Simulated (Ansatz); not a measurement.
With PBE (plane waves, PAW; program Ansatz), C in the tetragonal phase (P4_2/ncm; C on 8i, C on 4b) relaxes to a = 3.427 Å, c = 6.087 Å. C on 8i has 4 nearest neighbours from 1.53 Å (tetrahedral); C on 4b has 4 nearest neighbours from 1.53 Å (tetrahedral).

The Kohn–Sham gap is 3.74 eV (indirect). The valence maximum lies at Γ and the conduction minimum on the A–Z line, 75 % of the way from A (4 equivalent valleys). The electron mass is 0.44, 0.51, 0.56 mₑ (principal values). The hole mass is 0.48, 0.51, 0.51 mₑ (principal values).

The bulk modulus is 403 GPa.

The start of the workflow was typed in or built on a structure type; neither database checked (COD, Materials Project) lists it. It is not the phase usual at ambient conditions (space group No. 194, 227). The PBE relaxation kept the symmetry of its start; whether a distortion lowers the energy is not shown.

Potentials: the earlier of the program's two PAW sets.
